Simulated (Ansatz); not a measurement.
CoSi2:
```xyz
3
Lattice="0.0000 2.6799 2.6799 2.6799 0.0000 2.6799 2.6799 2.6799 0.0000" Properties=species:S:1:pos:R:3 pbc="T T T"
Co     0.0000     0.0000     0.0000
Si     4.0198     4.0198     4.0198
Si     1.3399     1.3399     1.3399
```

Relaxed with PBE. Special points in fractions of this cell's reciprocal vectors: Γ (0.000, 0.000, 0.000); X (0.500, 0.000, 0.500); U (0.625, 0.250, 0.625); K (0.375, 0.375, 0.750); L (0.500, 0.500, 0.500); W (0.500, 0.250, 0.750).

Problem. List the band energies nearest the Fermi level at these points for PBE in the plane-wave PAW code Ansatz.

Solution. In eV from the Fermi level; about four levels below and three above (degenerate sets whole), none deeper than 8.9 eV; points with the same levels are listed once.

```json
[
 {"k": "Γ", "below": "-4.06 -4.06 -4.06 -1.88 -1.88", "above": "0.75 3.44 3.44 3.44 3.44 3.44 3.44"},
 {"k": "X", "below": "-1.93 -1.93 -1.90 -1.30", "above": "1.61 2.95 8.55"},
 {"k": "U", "below": "-2.20 -1.74 -1.20 -0.94", "above": "2.00 4.97 5.84"},
 {"k": "L", "below": "-1.60 -1.60 -0.47 -0.47", "above": "2.70 3.44 3.44"},
 {"k": "W", "below": "-2.28 -2.28 -1.92 -1.43 -0.65", "above": "3.64 3.64 5.84"}
]
```

Space group Fm-3m (fluorite or antifluorite type). The PBE relaxation kept the symmetry of its start; phonons on a q-mesh show no instability. No spin polarisation was allowed.

Potentials: the later of the program's two PAW sets.
